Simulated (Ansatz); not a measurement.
An Ansatz (a first-principles code) run. Input:

Ansatz 0.2 input:
```yaml
crystal:
  lattice:
    - [3.7817735219, 0.0, 0.0]
    - [-1.8908867609, 3.2751119413, 0.0]
    - [0.0, 0.0, 6.5949930484]
  atoms:
    - { symbol: Ba, position: [0.3333333333, 0.6666666667, 0.25] }
    - { symbol: Ba, position: [0.6666666667, 0.3333333333, 0.75] }
    - { symbol: O, position: [0.0, 0.0, 0.5] }
    - { symbol: O, position: [0.0, 0.0, 0.0] }
kpoints:
  mp_grid: { grid: [6, 6, 3] }
hamiltonian:
  xc: hse06
  pseudopotentials: { kind: paw }
magnetization: { noncollinear: true, spin_orbit: true }
scf:
  n_extra_bands: 12
  occupations: { method: gaussian, width: 0.02 }
output:
  eigenvalues: true
  eigenstates:
    e_range: [-9.0, 13.7]
    kpoints:
      - [0.0, 0.0, 0.0]  # VBM
      - [0.0, -0.5, 0.0]  # CBM
      - [0.0, 0.0, 0.0]  # GAMMA
      - [0.0, 0.0, 0.5]  # A
      - [0.3333333333, 0.3333333333, 0.0]  # K
      - [0.3333333333, 0.3333333333, 0.5]  # H
      - [0.5, 0.0, 0.0]  # M
      - [0.5, 0.0, 0.5]  # L
```

Output (shortened):

```
Pseudopotential: Ba, paw_fr, valence charge 10
Pseudopotential: O, paw_fr, valence charge 6
Functional definition: HSE06
non-collinear run that drives no moment, with spin-orbit …
Crystal: 4 atoms, lattice volume = 81.684 Å³
Basis set: ecut = 420 eV, 1607 PW (Γ)
Bands: 44, of which v1, the nominal top of the filled ones, is band 32 counted from 1 (31 counted from 0)
Symmetry: 24 space group operations + 24 with time reversal
k-points: 14 of 108
Projection manifold: j_resolved (fully-relativistic pseudo-atomic orbitals)
SCF iter   1: F=—  HF=-13049.229246 eV  |F-HF|=—  |Δ(HF+E_count)|=         —  Δρ=8.75e-2  dr2=5.32e0  dr2_m=0.00e0 (ungated)  ethr=1.00e-1  |M|=0.00e0 ∫|m|=0.00e0 μB  |m|>n=0.0e0 m-floor=0.0e0 τ_xc=0.0e0  β_m=0.30  ⟨swp⟩=7.7  Hψ=2557  notcnv=0
preconditioner: auto → none
SCF iter   2: F=—  HF=-13048.475197 eV  |F-HF|=—  |Δ(HF+E_count)|=   7.54e-1  Δρ=2.47e-2  dr2=7.43e-1  dr2_m=0.00e0 (ungated)  ethr=1.66e-2  |M|=0.00e0 ∫|m|=0.00e0 μB  |m|>n=0.0e0 m-floor=0.0e0 τ_xc=0.0e0  β_m=0.28  ⟨swp⟩=6.8  Hψ=1792  notcnv=0  defer=15
SCF iter   3: F=—  HF=-13048.435795 eV  |F-HF|=—  |Δ(HF+E_count)|=   3.94e-2  Δρ=1.51e-2  dr2=2.10e-1  dr2_m=0.00e0 (ungated)  ethr=2.32e-3  |M|=0.00e0 ∫|m|=0.00e0 μB  |m|>n=0.0e0 m-floor=0.0e0 τ_xc=0.0e0  β_m=0.58  ⟨swp⟩=6.9  Hψ=1741  notcnv=0  defer=15
SCF iter   4: F=—  HF=-13048.523578 eV  |F-HF|=—  |Δ(HF+E_count)|=   8.78e-2  Δρ=5.25e-3  dr2=2.65e-2  dr2_m=0.00e0 (ungated)  ethr=6.56e-4  |M|=0.00e0 ∫|m|=0.00e0 μB  |m|>n=0.0e0 m-floor=0.0e0 τ_xc=0.0e0  β_m=0.56  ⟨swp⟩=5.3  Hψ=1641  notcnv=0  defer=17
iter 5 solved again at ethr=7.44e-6 eV; its pass at ethr=8.30e-5 eV (dr2=2.38e-3 eV) is discarded
SCF iter   5: F=—  HF=-13048.521048 eV  |F-HF|=—  |Δ(HF+E_count)|=   2.53e-3  Δρ=1.57e-3  dr2=2.04e-3  dr2_m=0.00e0 (ungated)  ethr=7.44e-6  |M|=0.00e0 ∫|m|=0.00e0 μB  |m|>n=0.0e0 m-floor=0.0e0 τ_xc=0.0e0  β_m=0.78  ⟨swp⟩=6.6  Hψ=3645  notcnv=0  defer=33
SCF iter   6: F=—  HF=-13048.521380 eV  |F-HF|=—  |Δ(HF+E_count)|=   3.32e-4  Δρ=1.49e-3  dr2=2.11e-3  dr2_m=0.00e0 (ungated)  ethr=6.37e-6  |M|=0.00e0 ∫|m|=0.00e0 μB  |m|>n=0.0e0 m-floor=0.0e0 τ_xc=0.0e0  β_m=0.68  ⟨swp⟩=5.6  Hψ=1890  notcnv=0  defer=24
SCF iter   7: F=—  HF=-13048.521024 eV  |F-HF|=—  |Δ(HF+E_count)|=   3.56e-4  Δρ=8.30e-4  dr2=6.51e-4  dr2_m=0.00e0 (ungated)  ethr=6.37e-6  |M|=0.00e0 ∫|m|=0.00e0 μB  |m|>n=0.0e0 m-floor=0.0e0 τ_xc=0.0e0  β_m=0.84  ⟨swp⟩=2.8  Hψ=1137  notcnv=0  defer=23
SCF iter   8: F=-13048.520930 eV  HF=-13048.520933 eV  |F-HF|=2.74e-6  |Δ(HF+E_count)|=   9.15e-5  Δρ=5.47e-5  dr2=3.50e-6  dr2_m=0.00e0 (ungated)  ethr=2.03e-6  |M|=0.00e0 ∫|m|=0.00e0 μB  |m|>n=0.0e0 m-floor=0.0e0 τ_xc=0.0e0  ⟨swp⟩=4.9  Hψ=1523  notcnv=0  defer=19
SCF 1 stopped early in 8 iterations: F = -13048.520930 eV  dr2 = 3.50e-6
Crystal: 4 atoms, lattice volume = 81.684 Å³
Projection manifold: j_resolved (fully-relativistic pseudo-atomic orbitals)
Exchange kernel: α = 0.2500, screened, ω = 0.2079 Å⁻¹, Wigner–Seitz truncation, v(0) = 1045.9984 eV·Å³, q-mesh 6×6×3, nearest image of the exchange supercell L …
Frozen-core exchange: fock
SCF iter   1: F=—  HF=-13044.916672 eV  |F-HF|=—  |Δ(HF+E_count)|=         —  Δρ=8.47e-3  dr2=1.13e-1  dr2_m=0.00e0 (ungated)  ethr=1.09e-7  |M|=0.00e0 ∫|m|=0.00e0 μB  |m|>n=0.0e0 m-floor=0.0e0 τ_xc=0.0e0  β_m=0.30  ⟨swp⟩=16.9  Hψ=4934  notcnv=4
preconditioner: auto → none
SCF iter   2: F=—  HF=-13044.889863 eV  |F-HF|=—  |Δ(HF+E_count)|=   2.68e-2  Δρ=4.29e-3  dr2=2.09e-2  dr2_m=0.00e0 (ungated)  ethr=1.09e-7  |M|=0.00e0 ∫|m|=0.00e0 μB  |m|>n=0.0e0 m-floor=0.0e0 τ_xc=0.0e0  β_m=0.65  ⟨swp⟩=7.7  Hψ=3207  notcnv=0  defer=2
SCF iter   3: F=—  HF=-13044.894786 eV  |F-HF|=—  |Δ(HF+E_count)|=   4.92e-3  Δρ=8.97e-4  dr2=3.89e-4  dr2_m=0.00e0 (ungated)  ethr=1.09e-7  |M|=0.00e0 ∫|m|=0.00e0 μB  |m|>n=0.0e0 m-floor=0.0e0 τ_xc=0.0e0  β_m=0.65  ⟨swp⟩=6.6  Hψ=3021  notcnv=0  defer=11
SCF iter   4: F=—  HF=-13044.895671 eV  |F-HF|=—  |Δ(HF+E_count)|=   8.85e-4  Δρ=1.15e-3  dr2=1.10e-3  dr2_m=0.00e0 (ungated)  ethr=1.09e-7  |M|=0.00e0 ∫|m|=0.00e0 μB  |m|>n=0.0e0 m-floor=0.0e0 τ_xc=0.0e0  β_m=0.65  ⟨swp⟩=5.7  Hψ=2371  notcnv=0
SCF iter   5: F=—  HF=-13044.895438 eV  |F-HF|=—  |Δ(HF+E_count)|=   2.32e-4  Δρ=2.14e-4  dr2=5.31e-5  dr2_m=0.00e0 (ungated)  ethr=1.09e-7  |M|=0.00e0 ∫|m|=0.00e0 μB  |m|>n=0.0e0 m-floor=0.0e0 τ_xc=0.0e0  β_m=0.71  ⟨swp⟩=5.9  Hψ=2017  notcnv=0
SCF iter   6: F=-13044.895431 eV  HF=-13044.895431 eV  |F-HF|=2.15e-7  |Δ(HF+E_count)|=   6.94e-6  Δρ=2.46e-5  dr2=1.64e-6  dr2_m=0.00e0 (ungated)  ethr=1.09e-7  |M|=0.00e0 ∫|m|=0.00e0 μB  |m|>n=0.0e0 m-floor=0.0e0 τ_xc=0.0e0  ⟨swp⟩=3.0  Hψ=1230  notcnv=0
SCF 2 stopped early in 6 iterations: F = -13044.895431 eV  dr2 = 1.64e-6
hybrid outer 1: dexx = +1.286e-2 eV, tail = 2.40e-5 eV
Crystal: 4 atoms, lattice volume = 81.684 Å³
Projection manifold: j_resolved (fully-relativistic pseudo-atomic orbitals)
Exchange kernel: α = 0.2500, screened, ω = 0.2079 Å⁻¹, Wigner–Seitz truncation, v(0) = 1045.9984 eV·Å³, q-mesh 6×6×3, nearest image of the exchange supercell L …
Frozen-core exchange: fock
SCF iter   1: F=—  HF=-13044.895312 eV  |F-HF|=—  |Δ(HF+E_count)|=         —  Δρ=1.02e-4  dr2=7.89e-6  dr2_m=0.00e0 (ungated)  ethr=3.76e-7  |M|=0.00e0 ∫|m|=0.00e0 μB  |m|>n=0.0e0 m-floor=0.0e0 τ_xc=0.0e0  β_m=0.30  ⟨swp⟩=8.1  Hψ=1875  notcnv=0
preconditioner: auto → none
SCF iter   2: F=—  HF=-13044.895310 eV  |F-HF|=—  |Δ(HF+E_count)|=   1.54e-6  Δρ=3.00e-5  dr2=1.03e-6  dr2_m=0.00e0 (ungated)  ethr=2.41e-8  |M|=0.00e0 ∫|m|=0.00e0 μB  |m|>n=0.0e0 m-floor=0.0e0 τ_xc=0.0e0  β_m=0.65  ⟨swp⟩=3.3  Hψ=1284  notcnv=0
iter 3 solved again at ethr=1.52e-10 eV; its pass at ethr=2.62e-9 eV (dr2=4.85e-8 eV) is discarded
SCF iter   3: F=-13044.895310 eV  HF=-13044.895310 eV  |F-HF|=2.80e-8  |Δ(HF+E_count)|=   5.14e-8  Δρ=9.20e-6  dr2=7.65e-8  dr2_m=0.00e0 (ungated)  ethr=1.52e-10  |M|=0.00e0 ∫|m|=0.00e0 μB  |m|>n=0.0e0 m-floor=0.0e0 τ_xc=0.0e0  ⟨swp⟩=4.8  Hψ=3184  notcnv=0  defer=1
SCF 3 converged in 3 iterations: F = -13044.895310 eV  dr2 = 7.65e-8
hybrid outer 2: dexx = +3.543e-7 eV, tail = 1.82e-7 eV, Δε = 2.56e-3 eV (about 2.65e-4 eV left of the loop's levels)
NSCF: frozen V_eff on 8 k-points
hybrid SCF converged: 2 outer / 9 inner (+8 warm-up), last move |dexx| = 3.54e-7 eV, tail = 1.82e-7 eV
Stability not checked (fock_operator)
Magnetization: |M| = 0.0000 μB,  M = (+0.0000, +0.0000, +0.0000) μB
Absolute magnetization: 0.0000 μB (∫|m|)
  site 0: m = (+0.0000, +0.0000, +0.0000) μB, |m| = 0.0000 μB  (R = 1.13 Å)
  site 1: m = (+0.0000, +0.0000, +0.0000) μB, |m| = 0.0000 μB  (R = 1.13 Å)
  site 2: m = (+0.0000, +0.0000, +0.0000) μB, |m| = 0.0000 μB  (R = 1.13 Å)
  site 3: m = (+0.0000, +0.0000, +0.0000) μB, |m| = 0.0000 μB  (R = 1.13 Å)
Free energy (F): -13044.895310 eV
Frozen-core exchange: fock
Harris-Foulkes:  -13044.895310 eV  (|F-HF|=2.80e-8)
Internal energy: -13044.895310 eV  (E = F + TS)
E sigma→0 (E₀):  -13044.895310 eV
Fermi energy:    10.046225 eV
--- Per-component energies (eV) ---
  E_band       = -62.534547
  E_kinetic    = 693.240911
  E_local      = -1096.816852  (includes V_loc(G=0)·N_el)
  E_nonlocal   = 207.009979
  E_hartree    = 396.675752
  E_xc         = -392.581559
  E_vxc        = -372.814719  (∫ρ·V_xc dr)
  E_exx        = -76.666686  (= α·E_x^exact, valence–valence)
  E_paw        = -10791.862074  (= ΣΔE_a)
  E_vpaw       = -133.174578  (= ΣTr[D̂ρ^β])
  E_aug_tail   = 0.004738  (compensation charges beyond the density's cutoff)
  E_ewald      = -1983.560849
  E_core_change = -0.338670  (= ΣΔE_core)
  E_smearing   =  0.000000  (= −TS)
  E_closure    =  0.000000  (closes the sum)
  Σ components = -13044.895310   (vs F -13044.895310, Δ=1.82e-12)
  [band-id]    e_kinetic+e_local+e_nonlocal+2·e_hartree+e_vxc+2·e_exx+e_vpaw+e_augmentation_tail = -62.532389   (vs E_band -62.534547, Δ=2.16e-3)
--- Band table (eV; the first three rows and the last of 14) ---
  k-point 0: bands = ["-19.1745", "-19.1745", "-18.8917", "-18.8917", "-9.2480", "-9.2480", "-8.4483", "-8.4483", "-4.0334", "-4.0334", "-3.9713", "-3.9713", "-1.9532", "-1.9532", "-1.8948", "-1.8948", "-1.8550", "-1.8550", "-1.7824", "-1.7824", "5.9122", …
  k-point 1: bands = ["-19.1067", "-19.1067", "-18.9654", "-18.9654", "-9.0462", "-9.0462", "-8.6462", "-8.6462", "-4.0195", "-4.0195", "-3.9879", "-3.9879", "-1.9538", "-1.9538", "-1.9249", "-1.9249", "-1.8361", "-1.8361", "-1.7997", "-1.7997", "6.3637", …
  k-point 2: bands = ["-19.0931", "-19.0931", "-18.8463", "-18.8463", "-9.1174", "-9.1174", "-8.6265", "-8.6265", "-4.2274", "-4.2274", "-4.0702", "-4.0702", "-2.3170", "-2.3170", "-2.1287", "-2.1287", "-1.9447", "-1.9447", "-1.8633", "-1.8633", "6.2320", …
  k-point 13: bands = ["-18.7353", "-18.7353", "-18.7353", "-18.7353", "-9.0990", "-9.0990", "-8.7681", "-8.7681", "-4.9468", "-4.9468", "-4.4698", "-4.4698", "-3.2861", "-3.2861", "-2.5924", "-2.5924", "-2.5194", "-2.5194", "-2.2036", "-2.2036", "6.2752", …
```

Cost: around 13 core-minutes (rough) on shared cores.

The points marked VBM and CBM come from a semilocal run.

Space group P6_3/mmc (NiAs type). The workflow started from a Materials Project entry (that database holds measured and hypothetical structures alike); the Crystallography Open Database copy checked does not list it. It is not the phase usual at ambient conditions (space group No. 225). The HSE06 relaxation kept the symmetry of its start; whether a distortion lowers the energy is not shown.

Potentials: the later of the program's two PAW sets.

Ansatz is a plane-wave DFT program.
